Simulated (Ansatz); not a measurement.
**Ionic part of the dielectric constant of LiH at -0.9 GPa, mode by mode**

All numbers below come from DFT PBE, scalar-relativistic, plane waves, PAW (Ansatz). Settings: 420 eV plane-wave cutoff, Γ-centred 10×10×10 mesh, fixed occupations. No spin polarisation. Phonons by linear response, acoustic sum rule imposed.

The structure is cubic, space group Fm-3m (No. 225). The conventional cell has a = 4.042 Å, b = 4.042 Å, c = 4.042 Å, α = 90.00°, β = 90.00°, γ = 90.00°. Li (site symmetry m-3m) has 6 H at 2.02 Å as nearest neighbours. Around H (site symmetry m-3m) lie 6 Li at 2.02 Å.

The cell is the ideal cubic rocksalt prototype.

The primitive cell has V = 16.51 Å³ and ε∞,zz = 4.335. Each polar mode adds Δε = (4.92064×10⁷/V)·S/ν² along z, with S its oscillator strength in e²/amu, ν in cm⁻¹ and V in Å³.

Q: From these modes, find each Δε and ε0,zz.
| ν (cm⁻¹) | S_zz (e²/amu) |
| --- | --- |
| 558.8 | 1.188 |

A:
```tsv
ν (cm⁻¹)	Δε
558.8	11.34
```

The sum is 11.342, so ε0,zz = 15.68; the run's tensor has 15.68.

Q: Where do the longitudinal modes lie for a wave vector along z?

A: At 1063 cm⁻¹. The Lyddane–Sachs–Teller product Π(ν_LO/ν_TO)² = 3.62 matches ε0/ε∞ = 3.62.

Cost: 1 run of about 1.2 core-minutes, on AMD EPYC 7R43 (Zen 3) (shared hosts).